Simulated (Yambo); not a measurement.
## PbI$_{2}$: sweep of GW parameters

G0W0@PBEsol for PbI2 (space group P6_3mc, No. 186) in Yambo. Reference settings: 3×3×1 Γ-centred k mesh, 544 bands and a 6 Ry block in the screening, 544 bands in G with the Bruneval-Gonze terminator, plasmon pole fitted at 27.2 eV. The PBEsol gap Γ → Γ on this mesh is 1.48 eV; G0W0 gaps are taken between the same points.

| change from the reference | G0W0 gap Γ → Γ (eV) | shift of the valence edge (eV) | rough Yambo cost |
|---|---|---|---|
| reference settings | 2.24 | -0.63 | 1 |
| 202 bands in W, 202 bands in G | 2.16 | -0.30 | about 1/3 |
| 348 bands in W, 348 bands in G | 2.21 | -0.52 | within a factor of two |
| 348 bands in G | 2.24 | -0.61 | – |
| 250 bands in W | 2.19 | -0.47 | about 1/2 |
| 2 Ry block | 1.94 | -0.29 | within a factor of two |
| 3 Ry block | 2.12 | -0.49 | within a factor of two |
| pole fitted at 15 eV | 2.19 | -0.55 | – |
| no random integration | 2.21 | -0.45 | – |
| 202 bands in G, no terminator | 2.15 | -0.07 | – |
| 348 bands in G, no terminator | 2.21 | -0.39 | – |
| no terminator | 2.22 | -0.52 | – |

The reference isn't shown to be the converged limit. Costs are rough (shared machines), scaled to the same edge states, and given only for runs that recompute the screening.

The standard potential for Pb keeps a d shell in the valence without the s and p states of that shell. In tests on such compounds this moved G0W0 gaps by up to about 0.9 eV, so absolute quasiparticle energies here are unreliable; differences between settings are what counts.

Spin-orbit coupling is included.

Geometry of the Materials Project entry, not relaxed at this level; primitive cell a = 4.618 Å, b = 4.618 Å, c = 14.551 Å, α = 90.00°, β = 90.00°, γ = 120.00°.

This is not the ordinary phase of the substance.

A shift is the quasiparticle energy of the state minus its PBEsol energy.
